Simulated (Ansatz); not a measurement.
ZrCu:
```
CELL_PARAMETERS angstrom
      3.19203     0.00000     0.00000
      0.00000     3.19203     0.00000
      0.00000     0.00000     3.19203
ATOMIC_POSITIONS crystal
  Zr 0.50000 0.50000 0.50000
  Cu 0.00000 0.00000 0.00000
```

Relaxed with LDA. Special points in fractions of this cell's reciprocal vectors: Γ (0.000, 0.000, 0.000); X (0.000, 0.500, 0.000); M (0.500, 0.500, 0.000); R (0.500, 0.500, 0.500).

**Question.** List the band energies nearest the Fermi level at these points for DFT-LDA in the program Ansatz with PAW potentials.

**Answer.** In eV from the Fermi level; about four levels below and three above (degenerate sets whole), none deeper than 8.9 eV; points with the same levels are listed once.

| k | below | above |
|---|---|---|
| Γ | -3.23 -3.23 -3.23 -0.09 -0.09 | 4.25 4.25 4.25 |
| X | -3.27 -3.27 -3.09 -2.00 -0.72 | 1.05 1.05 4.10 |
| M | -3.71 -3.71 -2.75 -2.20 | 0.54 0.75 0.75 |
| R | -2.74 -2.74 -2.62 -2.62 -2.62 | 2.65 5.76 5.76 |

Space group Pm-3m (CsCl type). The workflow started from a Materials Project entry (that database holds measured and hypothetical structures alike); the Crystallography Open Database copy checked does not list it. With Zr and Cu taken as one species the cell has the higher symmetry Im-3m, so it may be an ordered model of a mixed-site phase. Its standing as an ambient phase is unchecked. The LDA relaxation kept the symmetry of its start; of distortions, only those at the zone centre were tested. The run is not spin-polarised. Scalar-relativistic: spin–orbit coupling is off unless named, which matters more the heavier the elements.

Potentials: the later of the program's two PAW sets.
